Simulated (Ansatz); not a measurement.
AlMo2N:
```
CELL_PARAMETERS angstrom
      2.83086     0.00000     0.00000
     -1.41543     2.45160     0.00000
      0.00000     0.00000    14.65627
ATOMIC_POSITIONS crystal
  Al 0.33333 0.66667 0.75000
  Al 0.66667 0.33333 0.25000
  Mo 0.33333 0.66667 0.09622
  Mo 0.66667 0.33333 0.59622
  Mo 0.66667 0.33333 0.90378
  Mo 0.33333 0.66667 0.40378
  N  0.00000 0.00000 0.00000
  N  0.00000 0.00000 0.50000
```

Relaxed with r²SCAN.

Map the electron localisation function on the plane through (0.333, 0.667, 0.750) spanned by u = [0, 0, 1] and v = [1, -1, 0] in lattice vectors, from the program Ansatz at the r²SCAN level (PAW).

x is the fraction of u, y of v (the angle between them is 90°; rows are the nearest grid lines); atoms in the plane: Al at (0.00, 0.00), Al at (0.50, 0.33), Mo at (0.35, 0.00), Mo at (0.85, 0.33), Mo at (0.15, 0.33), Mo at (0.65, 0.00), N at (0.25, 0.67), N at (0.75, 0.67).
```
|% +@%#*=. .-@#-@%=*##*=%@-#@-. .=*#%@+ %|
|: *@#**=...-%%+@#=*##*=#@+%%-...=**#@* :|
|  *%#*+-::::*%%%+-*##*-+%%%*::::-+*#%*  |
| :##*+=-:=+:-#@#--****--#@#-:+=:-=+*##: |
|:=##++-:=#%*:=#+:-****-:+#=:*%#=:-++##=:|
|-+**+=-:*@@@-.--:=++++=:--.-@@@*:-=+**+-|
|-=+++=:-@%-%@-:==++==++==:-@%-%@-:=+++=-|
|-==++=-=@# #@=-=++====++=-=@# #@=-=++==-|
|-==++=--@# #@=-=++====++=-=@# #@--=++==-|
|==++=-::%@+@%-:=+++==+++=:-%@+@%::-=++==|
|=++=-::.*@@@#:-=++*++*++=-:#@@@*.::-=++=|
|+*+-:-=::%@@+:-=+**==**+=-:+@@%::=-:-+*+|
|***-:*%+:=#*-:=+*##--##*+=:-*#=:+%*:-***|
|*#*--%@%=:--:-=+*%#..#%*+=-:--:=%@%--*#*|
|##*=*%#%#:...-+*#%*  *%#*+-...:#%#%*=*##|
|##*=%@=#@-...=*#%@*  *@%#*=...-@#=@%=*##|
|##*=%@-#@-. .=*#%@+  +@%#*=. .-@#-@%=*##|
|##*=#%*%%:...-+*#%*  *%#*+-...:%%*%#=*##|
|*##-:+%#-....-=::*#==#*::=-....-#%+:-##*|
|=*#=.-*+....:*#-.=#**#=.-#*:....+*-.=#*=|
|.-#*-:-:....=%%*:-####-:*%%=....:-:-*#-.|
|  *%+==:...:#%%%+-*##*-+%%%#:...:==+%*  |
|: *@#*+=...-%%+%#=*##*=#%+%%-...=+*#@* :|
|% +@%#*=. .-@#-@%=*##*=%@-#@-. .=*#%@+ %|
```
Scale: ten equal steps from 0.000 (start of ' ') to 0.811 (end of '@'), in the order ' .:-=+*#%@'; x runs from 0.000 to 1.00, y from 0.000 (bottom) to 1.00 (top).

The density is the valence pseudo-density with augmentation charge, so density and ELF within about 1 Å of a nucleus are not all-electron values.

Space group P6_3/mmc. The start of the workflow was typed in or built on a structure type; neither database checked (COD, Materials Project) lists it. Whether it is the stable phase at ambient conditions was not checked. The r²SCAN relaxation kept the symmetry of its start; its stability against distortions is not shown here. The workflow began spin-polarised and lost its moments.

Potentials: the earlier of the program's two PAW sets.
